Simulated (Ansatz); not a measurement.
Given:

TiC2:
```cif
data_C2Ti
_chemical_formula_sum 'Ti1 C2'
_space_group_name_H-M_alt 'P 1'
_space_group_IT_number 1
_cell_length_a 2.59846
_cell_length_b 2.59846
_cell_length_c 4.12512
_cell_angle_alpha 90.000
_cell_angle_beta 90.000
_cell_angle_gamma 120.000
loop_
_space_group_symop_operation_xyz
  'x, y, z'
loop_
_atom_site_label
_atom_site_type_symbol
_atom_site_fract_x
_atom_site_fract_y
_atom_site_fract_z
_atom_site_occupancy
Ti1 Ti 0.00000 0.00000 0.00000 1
C1 C 0.33333 0.66667 0.55046 1
C2 C 0.66667 0.33333 0.44954 1
```

This is the PBEsol-relaxed structure.

Q: All from PBEsol in the plane-wave PAW code Ansatz, unless another level is named. Give the bulk modulus (Birch–Murnaghan fit).

A: 235 GPa.

Q: Give the highest zone-centre frequency.

A: 1096 cm⁻¹.

Space group P-3m1. The start of the workflow was typed in or built on a structure type; neither database checked (COD, Materials Project) lists it. Its standing as an ambient phase is unchecked. Symmetry was held in the PBEsol relaxation; whether a distortion lowers the energy is not shown. No spin polarisation was allowed. Its formation energy is positive at this level, so the cell may be metastable or incomplete. As this level gives no gap, phonon frequencies hold no LO–TO term and depend on the k-mesh and smearing (Fermi–Dirac, 0.1 eV here).

Potentials: the earlier of the program's two PAW sets. The files were generated under PBE; for other functionals the program regenerates the frozen cores, and for LDA and PBEsol the local potential too.
